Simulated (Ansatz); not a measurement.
Polymorphs of Re, each relaxed with PBEsol in the plane-wave PAW code Ansatz:

A: dhcp (α-La type) (P6_3/mmc)
a = 2.7511 Å, b = 2.7511 Å, c = 8.8749 Å, α = 90.00°, β = 90.00°, γ = 120.00°

```tsv
atom	site	symmetry	x	y	z
Re	2a	-3m.	0.0000	0.0000	0.0000
Re	2c	-6m2	0.3333	0.6667	0.2500
```

B: 9R (Sm type) (R-3m)
a = b = 2.753 Å, c = 19.971 Å, α = β = 90.00°, γ = 120.00°

```csv
atom,site,symmetry,x,y,z
Re,3a,-3m,0.0000,0.0000,0.0000
Re,6c,3m,0.0000,0.0000,0.2222
```

Problem. Order them by energy per atom at 0 K (lowest first) at the level PBEsol.

Solution. A (+0 meV/atom), B (+13 meV/atom)

Not the usual ambient phase: A; B. All cells were relaxed under the symmetry of their starts (and spin orders); stability against distortions was not tested throughout. Rows with no word on spin ran without spin polarisation. Scalar-relativistic: spin–orbit coupling is off unless named, which matters more the heavier the elements.

Energies hold the estimated change up to a 700 eV cutoff; steps of a few meV lie near the error of the meshes.

Potentials: the later of the program's two PAW sets.
